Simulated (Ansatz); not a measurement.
An Ansatz input:

```yaml
crystal:
  lattice:
    - [5.885140989, 0.0, 0.0]
    - [-2.9425704945, 5.0966816013, 0.0]
    - [0.0, 0.0, 3.5922402808]
  atoms:
    - { symbol: Tl, position: [1.0, 1.0, 0.0] }
    - { symbol: Tl, position: [0.3333333333, 0.6666666667, 0.5] }
    - { symbol: Tl, position: [0.6666666667, 0.3333333333, 0.5] }
hamiltonian:
  xc: blyp
  pseudopotentials:
    kind: paw
    azcp:
      Tl: "pseudopotentials/Tl.paw.azcp"
basis:
  ecutwfc: 420
  fft_grid_basis: typed
kpoints:
  mp_grid: { grid: [7, 7, 10], shift: [0, 0, 0] }
magnetization:
  spin_polarized: false
scf:
  occupations: { method: fermi_dirac, width: 0.1 }
  lower_state_search: "off"
output:
  stress: true
```

Output

```
Engine: ansatz 0.2.0, aarch64-unknown-linux-gnu
Pseudopotentials: kind: paw
Pseudopotential: Tl, paw, valence charge 13, recommended cutoff 420 eV (normal) 
Functional definition: BLYP
  parameter beta = 0.0042
  parameter a = 0.04918
  parameter b = 0.132
  parameter c = 0.2533
  parameter d = 0.349
  exchange = b88_x(beta = beta)
  correlation = lyp_c(a = a, b = b, c = c, d = d)
Crystal: 3 atoms, lattice volume = 107.748 Å³
Basis set: ecut = 420 eV, 2113 PW (Γ), exchange–correlation on 80×80×50 points (8 copies of the dense FFT grid, shifted against one another)
Bands: 24, of which v1, the nominal top of the filled ones, is band 20 counted from 1 (19 counted from 0)
Symmetry: 24 space group operations
Space group: P6/mmm (ITA 191), of the structure as read, at distance tolerance 4.8e-5 Å
k-points: 48 of 490
Non-local potential: Tl, projectors of the file, l = 0: 2, l = 1: 2, l = 2: 2, l = 3: 1
PAW form: soft (Blöchl's): semilocal exchange-correlation on the pseudo side does not see the compensation charge
PAW frozen core: Tl, regenerated for the run's functional, and the local potential with it (the file was generated under x = pbe(κ = 0.804, μ = 0.2195149727645171), c = pbe(β = 0.06672455060314922))
PAW one-centre angular grid: Tl, 590 points (default); XC on 64 Gauss nodes
Initial density: superposition of atomic densities (neutral atoms: chi_scale 0, normalization atom), corrected by the library's trained network
Initial wavefunctions: pseudopotential atomic-orbital guess
Functional: x = b88, c = lyp
SCF iter   1: F=—  HF=-34416.136103 eV  |F-HF|=—  |Δ(HF+E_count)|=         —  Δρ=4.93e-3  dr2=1.77e-2  ethr=1.77e-3  ⟨swp⟩=5.4  Hψ=4723  notcnv=0
SCF iter   2: F=—  HF=-34416.133024 eV  |F-HF|=—  |Δ(HF+E_count)|=   3.08e-3  Δρ=2.60e-3  dr2=5.75e-3  ethr=4.54e-5  ⟨swp⟩=2.1  Hψ=2322  notcnv=0
SCF iter   3: F=—  HF=-34416.134645 eV  |F-HF|=—  |Δ(HF+E_count)|=   1.62e-3  Δρ=6.27e-4  dr2=6.32e-4  ethr=1.47e-5  ⟨swp⟩=3.0  Hψ=2111  notcnv=0
SCF iter   4: F=—  HF=-34416.134993 eV  |F-HF|=—  |Δ(HF+E_count)|=   3.48e-4  Δρ=7.99e-5  dr2=6.38e-6  ethr=1.62e-6  ⟨swp⟩=3.0  Hψ=2218  notcnv=0
SCF iter   5: F=—  HF=-34416.135006 eV  |F-HF|=—  |Δ(HF+E_count)|=   1.33e-5  Δρ=3.15e-5  dr2=1.89e-6  ethr=1.64e-8  ⟨swp⟩=2.6  Hψ=2121  notcnv=0
SCF iter   6: F=—  HF=-34416.135008 eV  |F-HF|=—  |Δ(HF+E_count)|=   1.97e-6  Δρ=1.18e-5  dr2=2.40e-7  ethr=4.84e-9  ⟨swp⟩=2.1  Hψ=2125  notcnv=0
SCF iter   7: F=-34416.135009 eV  HF=-34416.135009 eV  |F-HF|=1.19e-9  |Δ(HF+E_count)|=   2.55e-7  Δρ=3.85e-6  dr2=2.49e-8  ethr=2.56e-10  ⟨swp⟩=4.0  Hψ=3493  notcnv=0
SCF 1 converged in 7 iterations: F = -34416.135009 eV  dr2 = 2.49e-8
SCF converged after 7 iterations
Free energy (F): -34416.135009 eV
Harris-Foulkes:  -34416.135009 eV  (|F-HF|=1.19e-9)
Internal energy: -34416.069183 eV  (E = F + TS)
E sigma→0 (E₀):  -34416.102096 eV
Entropy (-TS):   -0.065826 eV (-21.942 meV/atom)
Fermi energy:    8.087817 eV
--- Per-component energies (eV) ---
  E_band       = -68.166499
  E_kinetic    = 995.785506
  E_local      = -3021.027385  (includes V_loc(G=0)·N_el)
  E_nonlocal   = 946.488092
  E_hartree    = 1117.138512
  E_xc         = -682.919566
  E_vxc        = -415.534695  (∫ρ·V_xc dr)
  E_paw        = -30580.877046  (= ΣΔE_a)
  E_vpaw       = -808.152579  (= ΣTr[D̂ρ^β])
  E_aug_tail   = 0.000089  (compensation charges beyond the density's cutoff)
  E_ewald      = -3190.223431
  E_core_change = -0.433952  (= ΣΔE_core)
  E_smearing   = -0.065826  (= −TS)
  E_closure    = -0.000000  (closes the sum)
  Σ components = -34416.135009   (vs F -34416.135009, Δ=0.00e0)
--- Stress (GPa, compression-positive) ---
        0.047850       0.000000       0.000000
        0.000000       0.047850       0.000000
        0.000000       0.000000      -0.021562
  P = ⅓ Tr σ = 0.0247 GPa (0.247 kbar)
```
